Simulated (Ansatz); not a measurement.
# What a change of settings does: Ag (fcc type)

First run: DFT, LDA, PAW with Ansatz's default frozen-core files, scalar-relativistic (Ansatz 0.2.0).

Command: `ansatz run input.yaml --threads 1 --pin off --max-ram 3584MiB --backend cpu --events-out ev --progress --plain --runs-dir out` It took 2.2 s on 1 thread of Intel(R) Xeon(R) 6975P-C (Granite Rapids) (shared host), peak memory 0.37 GiB.

```yaml
crystal:
  lattice:
    - [-2.0003500735, 2.0003500735, 0.0]
    - [0.0, 0.0, 4.000700147]
    - [2.0003500735, 2.0003500735, 0.0]
  atoms:
    - { symbol: Ag, position: [0.0, 0.0, 0.0] }
    - { symbol: Ag, position: [0.5, 0.5, 0.5] }
kpoints:
  mp_grid: { grid: [12, 8, 12] }
scf:
  occupations: { method: fermi_dirac, width: 0.1 }
hamiltonian:
  xc: lda
  pseudopotentials: { kind: paw }
output:
  forces: true
  stress: true
  eigenvalues: true
```

The base cell comes from a relaxation on PAW files under the same functional.

This run: bulk in the slab's orientation.

It converges in 6 SCF iterations at a pressure of 0.01 GPa, cutoff 420 eV.

The input is then changed:

```diff
   pseudopotentials: { kind: paw }
+  hubbard: { sites: [{ species: Ag, l: d, u_eff: 6.0 }], double_counting: fll }
 output:
   eigenvalues: true
+basis:
+  ecutwfc: "40.4 Ry"
```

What does the second run give?

It converges in 7 SCF iterations at a pressure of 3.16 GPa, cutoff 550 eV. More than one line changes, and not each need have an effect. Results part of its log:
```
SCF 1 converged in 7 iterations: F = -14915.623552 eV  dr2 = 2.41e-8
  greatest PAW one-centre occupation: 1.002 electrons in one spin orbital (limit 2), on the Ag atom at site 1 (counted from 0), in its partial waves of l = 0
SCF converged after 7 iterations
Free energy (F): -14915.623552 eV
Harris-Foulkes:  -14915.623552 eV  (|F-HF|=5.84e-9)
Internal energy: -14915.609395 eV  (E = F + TS)
E sigma→0 (E₀):  -14915.616474 eV
Entropy (-TS):   -0.014158 eV (-7.079 meV/atom)
Fermi energy:    18.173997 eV
--- Per-component energies (eV) ---
  E_band       = -478.434368
  E_kinetic    = 1060.425128
  E_local      = -4213.462464  (includes V_loc(G=0)·N_el)
  E_nonlocal   = 174.745228
  E_hartree    = 1929.585504
  E_xc         = -368.642995
  E_vxc        = -470.897850  (∫ρ·V_xc dr)
  E_hubbard    = 0.545833  (on-site DFT+U / exact-exchange correction)
  E_vhub       = -58.356870  (the Hubbard potential's part of the band-sum identity)
  E_paw        = -7542.958040  (= ΣΔE_a)
  E_vpaw       = -830.050767  (= ΣTr[D̂ρ^β])
  E_aug_tail   = 0.000106  (compensation charges beyond the density's cutoff)
  E_ewald      = -5957.297310
  E_core_change = 1.449615  (= ΣΔE_core)
  E_smearing   = -0.014158  (= −TS)
  E_closure    = -0.000000  (closes the sum)
  Σ components = -14915.623552   (vs F -14915.623552, Δ=0.00e0)
--- Forces (eV/Å), atoms counted from 1 ---
  atom   1  Ag    -0.00000000    -0.00000000     0.00000000
  atom   2  Ag     0.00000000    -0.00000000    -0.00000000
  max |Σ_I F_I| component: 2.96e-29 eV/Å
--- Stress (GPa, compression-positive) ---
        3.391331      -0.000000      -0.000000
       -0.000000       3.391331      -0.000000
       -0.000000      -0.000000       2.696205
  P = ⅓ Tr σ = 3.1596 GPa (31.596 kbar)
--- Band table (eV; the first three rows and the last of 140) ---
  k-point 0: bands = ["-73.0874", "-73.0620", "-36.7504", "-36.6260", "-36.6260", "-36.5445", "-36.5432", "-36.5432", "8.9155", "9.0325", "10.1023", "10.7613", "10.7631", "10.7631", "11.9322", "11.9344", "12.8197", "13.1265", "13.1265", "19.9151", "25.6359", "29.3154", "29.3154"]
  k-point 1: bands = ["-73.0864", "-73.0613", "-36.7469", "-36.6332", "-36.6241", "-36.5525", "-36.5475", "-36.5440", "8.9884", "9.1179", "10.2474", "10.7158", "10.8043", "10.8267", "11.8907", "11.9395", "12.7301", "12.8658", "13.0885", "20.3359", "25.6399", "28.3273", "29.5897"]
  k-point 2: bands = ["-73.0834", "-73.0600", "-36.7365", "-36.6522", "-36.6186", "-36.5779", "-36.5564", "-36.5465", "9.1542", "9.4004", "10.5381", "10.5921", "10.9252", "11.0861", "11.7755", "12.0248", "12.2648", "12.4921", "12.9763", "21.4154", "25.5514", "26.4386", "30.3783"]
  k-point 139: bands = ["-73.0567", "-73.0567", "-36.6920", "-36.6920", "-36.6920", "-36.6920", "-36.6326", "-36.6326", "9.6839", "9.6839", "10.4424", "10.4424", "10.4424", "10.4424", "11.9522", "11.9522", "13.1259", "13.1259", "24.6406", "24.6406", "24.6406", "24.6406", "25.7459"]
Occupation matrices written to <dir>
```
